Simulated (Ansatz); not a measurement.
**Stationary points along a deformation path in BiTe**

Computed with DFT PBE, scalar-relativistic, plane waves, PAW in Ansatz 0.2.0. Cutoff 420 eV, Γ-centred 14×14×14 k-points, Gaussian smearing of 0.15 eV. Spin–orbit coupling is left out, which can shift energies with elements as heavy as these. No spin polarisation. Energies are free energies at this smearing, counted from the undisturbed cell; pressure is positive in compression.

The undisturbed cell (as given, not relaxed at this level; it stands at 0.8 GPa, and it needn't be the usual structure):

```
Bi Te
1.0
     0.00000    3.23500    3.23500
     3.23500    0.00000    3.23500
     3.23500    3.23500    0.00000
Bi Te
1 1
Direct
  0.00000 0.00000 0.00000
  0.50000 0.50000 0.50000
```

At fixed volume and fractional coordinates, lengths along (0.000, 0.000, 1.000) are scaled against those across it; ρ is that ratio over its starting value. V = 33.855 Å³/atom. Δσ is the stress along the axis less the mean stress across it (compression positive).

```csv
ρ,ΔE (meV/atom),Δσ (GPa),space group
0.650,1890.9,77.56,I4/mmm
0.707,1148.1,51.90,I4/mmm
0.780,533.8,37.44,I4/mmm
0.850,187.5,18.92,I4/mmm
0.920,45.7,8.06,I4/mmm
0.960,10.7,3.76,I4/mmm
1.000,0.0,0.00,Fm-3m
1.050,13.6,-3.95,I4/mmm
1.100,50.8,-7.12,I4/mmm
1.200,161.6,-10.35,I4/mmm
1.300,288.6,-12.73,I4/mmm
1.414,470.2,-18.49,I4/mmm
1.500,649.0,-24.80,I4/mmm
```

How does the stress give the slope of the energy, and where is the energy stationary?

Along the path d ln(length) is 2/3 d ln ρ on the axis and −1/3 d ln ρ across it, so dE/d ln ρ = −(2/3) V Δσ: the energy falls with ρ where Δσ is positive. Δσ vanishes or changes sign at ρ = 1.000 (Fm-3m), a minimum at 0.0 meV/atom. Pairs of stationary points between two samples would go unseen, and could change a minimum read from distant neighbours into a maximum. At ρ = 1.000 the cell is cubic, where symmetry alone makes the stress isotropic and the slope zero.

Which shear constant sets the curvature at ρ = 1?

For a cubic crystal E/V = (2/3) C (ln ρ)² with C = C′ = (C11 − C12)/2, so Δσ = −2C ln ρ. The parabola of Δσ against ln ρ through ρ = 0.960, 1 and 1.050 gives C ≈ 44 GPa with the ions clamped, rough because the steps are large. It is the stress–strain coefficient at this cell's pressure of 0.8 GPa, not the zero-pressure constant.

Integrate that slope from ρ = 1 to 1.200 by the trapezoid rule.

With V/N in Å³ and 1 eV/Å³ = 160.2 GPa the slopes at ρ = 1.000, 1.050, 1.100, 1.200 are 0, 557, 1003, 1458 meV/atom per unit of ln ρ. The steps add 13.6 + 36.3 + 107.1 = 156.9 meV/atom, against 161.6 from the energies; the trapezoid rule misses the curvature of the slope within each step.

In a metal these slopes depend on the k mesh and the smearing.